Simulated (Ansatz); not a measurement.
**Ca (P6_3/mmc): from strained cells to moduli**

```
Ca
1.0
     3.85836    0.00000    0.00000
    -1.92918    3.34144    0.00000
     0.00000    0.00000    6.33546
Ca
2
Direct
  0.33333 0.66667 0.25000
  0.66667 0.33333 0.75000
```

The conventional cell has a = 3.858 Å, b = 3.858 Å, c = 6.335 Å, α = 90.00°, β = 90.00°, γ = 120.00°. Ca (atom 1) has 12 Ca at 3.86 to 3.87 Å as nearest neighbours.

Computed, not measured; unless marked otherwise by PBEsol, all-electron LAPW in Ansatz 0.2.0, scalar-relativistic. k mesh 14×14×8, Fermi-Dirac smearing of 0.100 eV, basis error target 1 meV/atom. The cell was relaxed by PAW under this functional, which moved its volume by -9 % from the database entry's. This phase needn't be the one found at ambient conditions.

The cell is hexagonal and carries a residual pressure of -0.01 GPa at this level. Each strain component that symmetry leaves independent is applied at ±0.005, the ions relax wherever a strain frees them, and the stress (tension positive, GPa) is read. Shears are engineering strains, γ = 2ε.

```
strain    size      σxx      σyy      σzz      σyz     σxz     σxy
    xx  -0.005  -0.1439  -0.0665  -0.0403   0.0000  0.0000  0.0000
    xx  +0.005   0.1569   0.0854   0.0327   0.0000  0.0000  0.0000
    zz  -0.005  -0.0280  -0.0280  -0.2154   0.0000  0.0000  0.0000
    zz  +0.005   0.0449   0.0449   0.2040   0.0000  0.0000  0.0000
    yz  -0.005   0.0094   0.0101  -0.0049  -0.0367  0.0000  0.0000
    yz  +0.005   0.0094   0.0101  -0.0049   0.0367  0.0000  0.0000
```

A central difference gives one constant, for example C11 ≈ (0.1569 − (-0.1439))/(0.01) = 30.1 GPa; the program then imposes the crystal's symmetry on the whole matrix.

Task: What are the independent elastic constants?

Result: C11 = 30.1, C12 = 15.2, C13 = 7.3, C33 = 41.9, C44 = 7.3 GPa.

Task: Is the crystal stable against homogeneous strain?

Result: The least eigenvalue of the 6×6 matrix is 7.3 GPa, so yes.

Task: What moduli does a random aggregate of grains have?

Result: Voigt and Reuss bounds: B from 17.9 to 18.0 and G from 8.3 to 9.2 GPa; their means are B = 17.9 and G = 8.8 GPa. Then E = 9BG/(3B + G) = 22.7 GPa, ν = (3B − 2G)/(6B + 2G) = 0.290 and B/G = 2.04, on the ductile side of Pugh's 1.75 (a rule of thumb).

Task: With the density of 1.630 g/cm³, how fast does sound travel, and what Debye temperature follows?

Result: 

| direction | slow (m/s) | middle (m/s) | fast (m/s) |
| --- | --- | --- | --- |
| x | 2123 | 2137 | 4297 |
| y | 2123 | 2137 | 4297 |
| z | 2123 | 2123 | 5073 |

The mean of v⁻³ over directions and branches gives v_m = 2552 m/s and θ_D = (ħ/k_B) v_m (6π²n)^(1/3) = 221 K, n being atoms per volume. Young's modulus spans 19 to 40 GPa over directions, and the universal anisotropy index is 0.56.

Task: How far do the constants move if PAW replaces LAPW in the same cell?

Result: 

```
constant  LAPW (GPa)  PAW (GPa)  difference
     C11        30.1       30.0        -0.1
     C12        15.2       15.2         0.0
     C13         7.3        7.3         0.0
     C33        41.9       41.9         0.0
     C44         7.3        7.3         0.0
```

Task: What happens at 10 GPa (cell relaxed there)?

Result: The volume falls to 0.7123 of its value, and C11 = 53.0, C12 = 49.6, C13 = 24.2, C33 = 85.1, C44 = 7.5 GPa (slopes of the stress), in this structure whether or not another phase takes over.

Caveats: responses of metals move with mesh and smearing; the frozen-core PAW files of the compared runs were fitted under PBE, their cores solved anew for this functional.
